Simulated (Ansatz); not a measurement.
## From the elastic tensor of TiAl₃ to moduli and sound speeds

Method: Ansatz 0.2.0, DFT PBE, scalar-relativistic, plane waves, PAW. Settings: 420 eV plane-wave cutoff, Γ-centred 18×18×18 mesh, Fermi-Dirac smearing of 0.15 eV. No spin polarisation.

Space group I4/mmm (No. 139), tetragonal, a = 3.852 Å, c = 8.602 Å. Around Ti lie 12 Al at 2.72–2.89 Å; Al on a site of symmetry 4/mmm is surrounded by 4 Ti at 2.72 Å and 8 Al at 2.89 Å; around Al on a site of symmetry -4m2 lie 8 Al at 2.72–2.89 Å and 4 Ti at 2.89 Å.

It was relaxed at this level from a Materials Project cell. In a metal, frequencies and elastic constants depend on the k mesh and the smearing, soft modes and shear constants most.

Relaxed-ion constants (GPa, on the Cartesian axes of the calculation):
```
192.0  81.4  46.2   0.0   0.0   0.0
 81.4 192.0  46.2   0.0   0.0   0.0
 46.2  46.2 214.4   0.0   0.0   0.0
  0.0   0.0   0.0  91.4   0.0   0.0
  0.0   0.0   0.0   0.0  91.4   0.0
  0.0   0.0   0.0   0.0   0.0 124.0
```

Density 3.351 g/cm³; 4 atoms in 63.82 Å³.

With S = C⁻¹: B_V = (C11+C22+C33+2(C12+C13+C23))/9, G_V = (C11+C22+C33−C12−C13−C23+3(C44+C55+C66))/15, 1/B_R = S11+S22+S33+2(S12+S13+S23), 15/G_R = 4(S11+S22+S33−S12−S13−S23)+3(S44+S55+S66); Hill is their mean. Then v_l = √((B+4G/3)/ρ), v_t = √(G/ρ), v_m = [(2/v_t³+1/v_l³)/3]^(−1/3) and Θ = (ħ/k_B)·v_m·(6π²n/V)^(1/3) for n atoms in the volume V; E = 9BG/(3B+G), ν = (3B−2G)/(2(3B+G)) and A^U = 5G_V/G_R + B_V/B_R − 6.

```json
{
  "Bulk modulus, Voigt / Reuss / Hill": "105.1 / 105.0 / 105.1 GPa",
  "Shear modulus, Voigt / Reuss / Hill": "89.7 / 83.8 / 86.7 GPa",
  "Young's modulus": "204 GPa",
  "Poisson ratio": "0.176",
  "Pugh ratio B/G": "1.21 (under 1.75, the rule of thumb for brittle)",
  "Universal anisotropy index": "0.35",
  "Longitudinal and transverse sound speeds": "8116 and 5088 m/s",
  "Debye temperature from the mean sound speed": "663 K"
}
```
